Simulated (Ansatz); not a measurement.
## Two states of MnPtO6

```yaml
crystal:
  lattice:
    - [4.68567, 0.00000, 0.00000]
    - [-2.34284, 4.05791, 0.00000]
    - [-2.34284, 1.35264, 4.33401]
  atoms:
    - { symbol: Mn, position: [0.50000, 0.50000, 0.50000] }
    - { symbol: O, position: [0.24200, 0.11800, 0.75100] }
    - { symbol: O, position: [0.88200, 0.37300, 0.75100] }
    - { symbol: O, position: [0.62700, 0.75800, 0.75100] }
    - { symbol: O, position: [0.75800, 0.88200, 0.24900] }
    - { symbol: O, position: [0.11800, 0.62700, 0.24900] }
    - { symbol: O, position: [0.37300, 0.24200, 0.24900] }
    - { symbol: Pt, position: [0.00000, 0.00000, 0.00000] }
```

Level: r2SCAN, with U_eff = 5.1 eV on Mn d (all-electron-ortho-atomic projectors); 500 eV; 5×5×5 Γ-centred mesh; fermi-dirac occupations (width 0.1 eV); Ansatz 0.2.0, fixed geometry.

State A: Mn1 up (collinear spin). State B: no moments (no spin polarisation).

Question: Which state is lower, and how do they differ?

Answer: State A is lower by 390.8 meV an atom at zero smearing; in free energy at this smearing B lies +387.2 meV an atom from A.

| state | free energy (meV/atom) | largest moment in a small sphere (μB) | net moment (μB/cell) | gap on mesh (eV) | pressure (GPa) | largest force (eV/Å) |
| --- | --- | --- | --- | --- | --- | --- |
| A | 0.0 | 2.83 | 2.15 | metal | 21.0 | 2.53 |
| B | 387.2 | 0.00 | 0.00 | metal | 15.8 | 3.04 |

Origin: a known structure type with other elements, at an estimated volume, so it need not be a known compound. Caveats: another magnetic order, which this cell may not hold, can open a gap; the k mesh is coarse if the cell is a metal; atoms or cell far from equilibrium; odd electron count without spin polarisation, so a magnetic state may lie lower.
